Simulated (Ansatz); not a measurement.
Fe:
```
CELL_PARAMETERS angstrom
     -1.43009     1.43009     1.43009
      1.43009    -1.43009     1.43009
      1.43009     1.43009    -1.43009
ATOMIC_POSITIONS crystal
  Fe 0.00000 0.00000 0.00000
```
Starting moments (μB, in the order of the atoms Fe): 2.8.

Relaxed with r²SCAN+D4.

Task: Which orbitals make up the states near the Fermi level in plane-wave PAW r²SCAN+D4 (Ansatz code)?

Result: Within 0.5 eV of the Fermi level: Fe 3d 85 %, Fe 4s 8 %, outside the projected shells 7 %. Projections are on Löwdin-orthogonalised atomic valence shells; empty p or d shells of many metals are not among them.

Task: Tabulate the density of states.

Result: States/eV per cell of 1 atom, in 0.25 eV bins, energy from the Fermi level.

| E (eV) | total | Fe 3d | Fe 4s |
|---|---|---|---|
| -7.85 | 0.07 | 0.00 | 0.07 |
| -7.60 | 0.08 | 0.00 | 0.08 |
| -7.35 | 0.09 | 0.00 | 0.09 |
| -7.10 | 0.10 | 0.00 | 0.09 |
| -6.85 | 0.11 | 0.01 | 0.10 |
| -6.60 | 0.13 | 0.01 | 0.11 |
| -6.35 | 0.14 | 0.01 | 0.12 |
| -6.10 | 0.16 | 0.02 | 0.14 |
| -5.85 | 0.19 | 0.03 | 0.15 |
| -5.60 | 0.23 | 0.06 | 0.17 |
| -5.35 | 0.51 | 0.29 | 0.21 |
| -5.10 | 0.75 | 0.52 | 0.22 |
| -4.85 | 0.97 | 0.74 | 0.21 |
| -4.60 | 1.17 | 0.95 | 0.20 |
| -4.35 | 0.77 | 0.63 | 0.13 |
| -4.10 | 1.05 | 0.92 | 0.11 |
| -3.85 | 1.75 | 1.61 | 0.11 |
| -3.60 | 1.26 | 1.10 | 0.14 |
| -3.35 | 1.51 | 1.31 | 0.16 |
| -3.10 | 1.77 | 1.55 | 0.18 |
| -2.85 | 0.88 | 0.72 | 0.13 |
| -2.60 | 0.96 | 0.82 | 0.10 |
| -2.35 | 1.14 | 1.03 | 0.07 |
| -2.10 | 1.84 | 1.76 | 0.04 |
| -1.85 | 2.65 | 2.60 | 0.02 |
| -1.60 | 2.52 | 2.42 | 0.03 |
| -1.35 | 1.90 | 1.72 | 0.04 |
| -1.10 | 1.95 | 1.76 | 0.05 |
| -0.85 | 1.94 | 1.74 | 0.07 |
| -0.60 | 1.52 | 1.29 | 0.09 |
| -0.35 | 1.00 | 0.83 | 0.07 |
| -0.10 | 0.78 | 0.69 | 0.05 |
| 0.15 | 0.69 | 0.61 | 0.06 |
| 0.40 | 0.37 | 0.30 | 0.06 |
| 0.65 | 0.30 | 0.21 | 0.06 |
| 0.90 | 0.33 | 0.24 | 0.06 |
| 1.15 | 0.41 | 0.31 | 0.06 |
| 1.40 | 0.59 | 0.49 | 0.06 |
| 1.65 | 0.77 | 0.66 | 0.06 |
| 1.90 | 0.90 | 0.79 | 0.06 |
| 2.15 | 1.16 | 1.05 | 0.06 |
| 2.40 | 1.34 | 1.23 | 0.05 |
| 2.65 | 1.36 | 1.25 | 0.05 |
| 2.90 | 2.66 | 2.53 | 0.06 |
| 3.15 | 0.99 | 0.86 | 0.07 |
| 3.40 | 0.50 | 0.36 | 0.07 |
| 3.65 | 0.38 | 0.23 | 0.08 |
| 3.90 | 0.33 | 0.18 | 0.07 |
| 4.15 | 0.31 | 0.15 | 0.07 |
| 4.40 | 0.28 | 0.13 | 0.07 |
| 4.65 | 0.26 | 0.11 | 0.06 |

Space group Im-3m (bcc (W type)). The r²SCAN+D4 relaxation kept the symmetry of its start. Spin order of the final state: ferromagnetic, chosen from 3 collinear starts compared on coarse meshes (ties went to the first, and starts can fall back to one state), not a proven ground state. Textbook magnetic order: ferromagnetic. Other orbital occupations within this spin state were not tried. For itinerant 3d metals, meta-GGAs of the SCAN family and hybrids are commonly reported to give too large moments. The pairwise dispersion correction was not fitted to metals.

Potentials: the earlier of the program's two PAW sets.
